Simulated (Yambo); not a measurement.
```
SrCl2
1.0
    0.00000     3.52210     3.52210
    3.52210     0.00000     3.52210
    3.52210     3.52210     0.00000
Cl Sr
2 1
Direct
  0.75000   0.75000   0.75000
  0.25000   0.25000   0.25000
  0.00000   0.00000   0.00000
```

Response from Yambo on norm-conserving PBEsol (Quantum ESPRESSO, 68 Ry, without SOC) bands: 8×8×8 mesh, 61 bands, 4 Ry local-field block, 0.2 eV broadening.

Task: Give the static electronic dielectric constant without and with local fields.

Result: 
```tsv
field along	ε(0), independent particles	ε(0), RPA with local fields	refractive index √ε
x	3.24	2.75	1.66
```
Electronic (clamped-ion) response only. PBEsol gaps are usually too small, which raises these values. Convergence of the RPA response with its 8×8×8 mesh was not tested.

Geometry strained from the cell relaxed with PBEsol, atoms relaxed again.
